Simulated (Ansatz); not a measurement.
P$_{2}$W in space group C2/m (No. 12; P on 4i, P on 4i, W on 4i) at seven volumes, LDA (plane waves, PAW; program Ansatz), shape and atoms relaxed at each. One row is withheld.

```tsv
V (Å³/atom)	P (GPa)
12.934	24.41
13.360	14.93
13.787	6.86
14.213	0.00
14.640	-5.81
15.066	?
15.492	-14.91
```

Fit the shown pressures and predict the withheld one.

P = (3/2)B₀(x^(7/2) − x^(5/2))[1 + (3/4)(B′ − 4)(x − 1)] with x = (V₀/V)^(2/3). Least squares on the six rows gives V₀ = 14.214 Å³/atom, B₀ = 210 GPa, B′ = 4.44. At V = 15.066, x = 0.9619 and P = -10.75 GPa. The run itself gave -10.74 GPa.

The first step of the workflow began from a Materials Project structure, measured or hypothetical; the Crystallography Open Database files this formula in space group No. 12, but the cells were not matched. Whether it is the stable phase at ambient conditions was not checked. The LDA relaxation kept the symmetry of its start; whether a distortion lowers the energy is not shown. No spin polarisation was allowed. Scalar-relativistic: spin–orbit coupling is off unless named, which matters more the heavier the elements.

Potentials: the later of the program's two PAW sets.
